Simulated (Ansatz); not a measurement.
# Chalcopyrite alloy of ZnGeP2 and ZnGeAs2 (2 of 32 P sites exchanged), 64 atoms

Ansatz, PAW, plane waves. PBEsol relaxation of cell lengths and atoms (angles held) at the single k point (¼, ¼, ¼) without its symmetry partners; single points on the relaxed atoms at the Γ point alone, onto which points of the small cell's zone fold. Arrangement: quasirandom. No spin–orbit coupling unless named.

Relaxed structure:

```
CELL_PARAMETERS angstrom
10.87858 -0.00015 -0.00004
-0.00015 10.87553 -0.00004
-0.00004 -0.00004 10.73652
ATOMIC_POSITIONS crystal
Zn 0.99955 0.99967 0.99954
Zn 0.99909 0.49872 0.00098
Zn 0.49861 0.99970 0.00054
Zn 0.49876 0.49901 0.99917
Zn 0.00003 0.24984 0.24888
Zn 0.00524 0.75432 0.24470
Zn 0.49957 0.24871 0.24952
Zn 0.49927 0.74830 0.24937
Zn 0.24958 0.99851 0.75003
Zn 0.25051 0.49785 0.75141
Zn 0.74430 0.00390 0.75535
Zn 0.75036 0.49833 0.75027
Zn 0.24971 0.24989 0.49993
Zn 0.24907 0.74943 0.50021
Zn 0.74950 0.24996 0.49978
Zn 0.73836 0.74941 0.49966
Ge 0.00274 0.00329 0.49698
Ge 0.00338 0.49792 0.50282
Ge 0.49921 0.00098 0.49971
Ge 0.49942 0.49916 0.49983
Ge 0.25143 0.00093 0.24950
Ge 0.25049 0.50003 0.25000
Ge 0.75031 0.00088 0.24951
Ge 0.74746 0.49750 0.24705
Ge 0.25046 0.24968 0.99979
Ge 0.25167 0.75001 0.99998
Ge 0.75065 0.24976 0.99942
Ge 0.75025 0.74927 0.99985
Ge 0.00038 0.24947 0.75009
Ge 0.00276 0.74704 0.75286
Ge 0.49942 0.25058 0.74963
Ge 0.49914 0.74987 0.75023
P 0.12600 0.12424 0.12398
P 0.12705 0.62400 0.12301
P 0.62573 0.12455 0.12370
P 0.62438 0.62377 0.12303
P 0.12509 0.12519 0.62528
P 0.12643 0.62318 0.62696
P 0.62270 0.12568 0.62489
P 0.62168 0.62256 0.62689
P 0.37380 0.37424 0.12501
P 0.37423 0.87441 0.12553
P 0.87287 0.37366 0.12448
P 0.87308 0.87546 0.12389
P 0.37454 0.12466 0.37506
P 0.37451 0.62358 0.37539
P 0.87485 0.12527 0.37379
P 0.12538 0.37470 0.37402
P 0.12665 0.87710 0.37366
P 0.62348 0.37453 0.37402
P 0.62176 0.87750 0.37241
P 0.12439 0.37306 0.87583
P 0.12544 0.87298 0.87623
P 0.62455 0.37317 0.87502
P 0.62308 0.87266 0.87654
P 0.37504 0.37422 0.62431
P 0.37555 0.87435 0.62400
P 0.87640 0.37344 0.62490
P 0.37444 0.12529 0.87394
P 0.37452 0.62528 0.87435
P 0.87488 0.12558 0.87475
P 0.87476 0.62393 0.87542
As 0.87505 0.62718 0.37444
As 0.87257 0.87517 0.62494
```

Problem. What are the mean bond lengths by pair (pairs within 1.2 times the sum of covalent radii, less contacts 15 % beyond the pair's median; cation–cation pairs of compounds aside; long ionic contacts are cut short by that bound)?

Solution. As–Ge 2.412 ± 0.004 Å (standard deviation, 4 bonds); As–Zn 2.415 ± 0.007 Å (standard deviation, 4 bonds); Ge–P 2.335 ± 0.005 Å (standard deviation, 60 bonds); P–Zn 2.346 ± 0.007 Å (standard deviation, 60 bonds).

Problem. What gap lies between the top filled and the lowest empty level in the single points?

Solution. HSE06 1.92 eV (21 s on NVIDIA GB200).
